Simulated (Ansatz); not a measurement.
**All-electron card of YPb3**

```yaml
crystal:
  lattice:
    - [4.86245, 0.00000, 0.00000]
    - [0.00000, 4.86245, 0.00000]
    - [0.00000, 0.00000, 4.86245]
  atoms:
    - { symbol: Y, position: [0.00000, 0.00000, 0.00000] }
    - { symbol: Pb, position: [0.50000, 0.50000, 0.00000] }
    - { symbol: Pb, position: [0.50000, 0.00000, 0.50000] }
    - { symbol: Pb, position: [0.00000, 0.50000, 0.50000] }
```

Atoms are numbered in the order listed.

Structure from Materials Project entry mp-20291 (possibly hypothetical), not relaxed further.

Spin polarisation is left out, and whether a magnetic state lies lower isn't shown here.

No spin–orbit coupling, which matters for the heavy atoms here.

All numbers are computed: DFT, LDA, all-electron LAPW, scalar-relativistic (Ansatz 0.2.0); DFT, LDA, PAW with Ansatz's default frozen-core files, scalar-relativistic (Ansatz 0.2.0).

For LAPW: a Γ-centred 8×8×8 k mesh, Fermi–Dirac smearing of 0.08 eV, basis error target 1 meV/atom, no spin polarisation. PAW takes a cutoff of 420 eV at this cell (files made with PBE, cores remade for this functional). The Ansatz runs share mesh, smearing and spin set-up. Values come from LAPW unless marked.

```yaml
Löwdin_charges_with_0.07_e_of_the_cell_spilling_out_of_the_atomic_basis_so_their_sizes_and_signs_hang_on_that_basis: Y1 0.51, Pb2 -0.15 e
Density_of_states_at_the_Fermi_level_0.2_eV_bin: 2.54 states/eV per cell
Pressure_at_this_cell: -35.5 kbar
Volume_per_atom: 28.74 Å³
```

**Question.** Give the computed value. Band gap.

**Answer.** none: with an odd electron count and no spin polarisation the bands can't all be full, a metal in this set-up (spin order or a larger cell could open a gap).

**Question.** Bader charges (from the PAW run): what does the calculation give?

**Answer.** Y1 +1.36, Pb2 -0.45 e.
